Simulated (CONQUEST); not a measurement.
Worked example: self-consistent single point of CdS (P6_3mc, 8 atoms in the cell; from Materials Project mp-672, changed as shown) in CONQUEST.

Method: LDA (PW92), numerical atomic orbitals double-zeta with polarisation (the shipped basis), PseudoDojo norm-conserving potentials made for LDA in CONQUEST.

The change in words: lattice scaled by 0.98. Reference geometry (P6_3mc):
```
CdS
1.0
    4.16884     0.00000     0.00000
    0.00000     7.22064     0.00000
    0.00000     0.00000     6.77962
Cd S
4 4
Direct
  0.50000   0.16667   0.50022
  0.00000   0.33333   0.00022
  0.00000   0.66667   0.50022
  0.50000   0.83333   0.00022
  0.50000   0.16667   0.87678
  0.00000   0.33333   0.37678
  0.00000   0.66667   0.87678
  0.50000   0.83333   0.37678
```

Reference input (self-consistent single point, DFT, LDA (PW92), numerical atomic orbitals double-zeta with polarisation (the shipped basis), PseudoDojo norm-conserving potentials made for LDA): basis = DZP; Diag.MPMeshX, Y, Z = 4 3 3; potentials = PseudoDojo norm-conserving LDA; Grid.GridCutoff = 140 Ha; DM.SolutionMethod = diagon; Diag.kT = 0.001837 Ha; Diag.GammaCentred = true; minE.SCTolerance = 1.0e-07; SC.MaxIters = 100; SC.LinearMixingFactor = 0.3; AtomMove.TypeOfRun = static. This run's input differs from it in these lines:

```diff
@@ -31,14 +31,14 @@
 # file: CdS.in
-     4.168840000      0.000000000      0.000000000
-     0.000000000      7.220642000      0.000000000
-     0.000000000      0.000000000      6.779620000
+     4.085463000      0.000000000      0.000000000
+     0.000000000      7.076229000      0.000000000
+     0.000000000      0.000000000      6.644028000
 8
-    2.084420000     1.203442740     3.391301516  1 T T T
-    0.000000000     2.406878260     0.001491516  1 T T T
-    0.000000000     4.813763740     3.391301516  1 T T T
-    2.084420000     6.017199260     0.001491516  1 T T T
-    2.084420000     1.203442740     5.944235224  2 T T T
-    0.000000000     2.406878260     2.554425224  2 T T T
-    0.000000000     4.813763740     5.944235224  2 T T T
-    2.084420000     6.017199260     2.554425224  2 T T T
+    2.042731500     1.179373859     3.323475686  1 T T T
+    0.000000000     2.358740641     0.001461686  1 T T T
+    0.000000000     4.717488359     3.323475686  1 T T T
+    2.042731500     5.896855141     0.001461686  1 T T T
+    2.042731500     1.179373859     5.825350870  2 T T T
+    0.000000000     2.358740641     2.503336870  2 T T T
+    0.000000000     4.717488359     5.825350870  2 T T T
+    2.042731500     5.896855141     2.503336870  2 T T T
```

Log, with long lists cut:

```
    PulayMixSC: Starting Pulay mixing, A_up =  0.300 A_dn =  0.300
    PulayMixSC: Spin non-polarised calculation.
          Harris-Foulkes Energy            :    -20287.559388293575466 eV
    PulayMixSC: Pulay iteration     1 residual:              0.13457E-02
          Harris-Foulkes Energy            :    -20285.959183834860596 eV
    PulayMixSC: Pulay iteration     2 residual:              0.59227E-03
          Harris-Foulkes Energy            :    -20285.789908831549837 eV
    PulayMixSC: Pulay iteration     3 residual:              0.35420E-03
          Harris-Foulkes Energy            :    -20285.761537634796696 eV
    PulayMixSC: Pulay iteration     4 residual:              0.19602E-04
          Harris-Foulkes Energy            :    -20285.761434382879088 eV
    PulayMixSC: Pulay iteration     5 residual:              0.13507E-04
          Harris-Foulkes Energy            :    -20285.761321611855237 eV
    PulayMixSC: Pulay iteration     6 residual:              0.48126E-05
          Harris-Foulkes Energy            :    -20285.761310299196339 eV
    PulayMixSC: Pulay iteration     7 residual:              0.13619E-06
          Harris-Foulkes Energy            :    -20285.761310295987641 eV
    PulayMixSC: Pulay iteration     8 residual:              0.84299E-07
    PulayMixSC: Reached SCF tolerance of  0.84299E-07 after      8 iterations
      | Number of electrons      =       104.000079
      |* Harris-Foulkes energy   =    -20285.761310295987641 eV
      |* DFT total energy        =    -20285.761310294379655 eV

    force: Forces on atoms (eV/A )
    force:  Atom   X              Y              Z
    force:     1  -0.0028736949  -0.0089032935   0.0221610467
    force:     2  -0.0028736936   0.0089032923   0.0221610466
    force:     3  -0.0028736949  -0.0089032936   0.0221610466
    force:     4  -0.0028736936   0.0089032924   0.0221610466
    force:     5  -0.0000236469  -0.0053225436  -0.0089527419
    force:     6  -0.0000236470   0.0053225436  -0.0089527419
    force:     7  -0.0000236469  -0.0053225437  -0.0089527419
    force:     8  -0.0000236470   0.0053225436  -0.0089527419

   [... lines left out ...]
    force: Maximum force :        0.02216105(eV/A ) on atom         1 in z direction
   [... lines left out ...]
    force: Force Residual:        0.01853538 eV/A
    force: Total stress:         -0.75989723     0.00000000    -0.00001625 GPa
                             0.00000000    -0.60034866    -0.00000000
                             0.00001033    -0.00000000    -0.71330813
    force: Average pressure:      0.69118468 GPa

    get_E_and_F: Change in energy during last step of electronic optimisation:  0.11789E-09
```

The run converged in 8 iterations. CONQUEST prints the stress tensor with tension positive. Against the reference run the free energy drops by 11.8 meV/atom and the pressure goes from -3.02 to 0.69 GPa.

The program uses no crystal symmetry, so grid and mesh can part values that symmetry would make equal. The atom-centred basis is finite, which shifts total energies and pressures against plane waves. The structure comes from a collection of computed structures, made at another level of theory; the collection holds predicted forms beside known ones.

Cost on one core: very roughly 70 core-seconds.
